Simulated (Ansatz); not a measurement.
Vibrational response of ZrTlF6

These are results of DFT PBE, scalar-relativistic, plane waves, PAW in Ansatz, not measurements. Cutoff 420 eV, 8×8×8 k-points (Γ-centred), Fermi-Dirac smearing of 0.15 eV. No spin polarisation. Phonons by linear response, acoustic sum rule imposed.

Equilibrium structure at this level:
```xyz
8
Lattice="0.0000 4.4474 4.4474 4.4474 0.0000 4.4474 4.4474 4.4474 0.0000" Properties=species:S:1:pos:R:3 pbc="T T T"
Zr    0.0000    0.0000    0.0000
Tl    4.4474    4.4474    4.4474
F     2.0252    4.4474    4.4474
F     6.8697    4.4474    4.4474
F     4.4474    2.0252    4.4474
F     4.4474    6.8697    4.4474
F     4.4474    4.4474    2.0252
F     4.4474    4.4474    6.8697
```

The structure comes from a generated guess, relaxed at this level; another structure or a mixture of phases may lie lower. In a metal, frequencies depend on the k mesh and the smearing, soft modes most. Spin–orbit coupling is left out, which matters for heavy elements.

Question: Is this structure stable against zone-centre distortions?

Answer: No: 3 of the 21 optical modes are imaginary.

Question: List the optical modes at Γ (i marks imaginary ones).

Answer:
```tsv
frequency (cm⁻¹)	degeneracy
7i	3
100	3
103	3
202	3
206	3
420	3
421	2
580	1
```
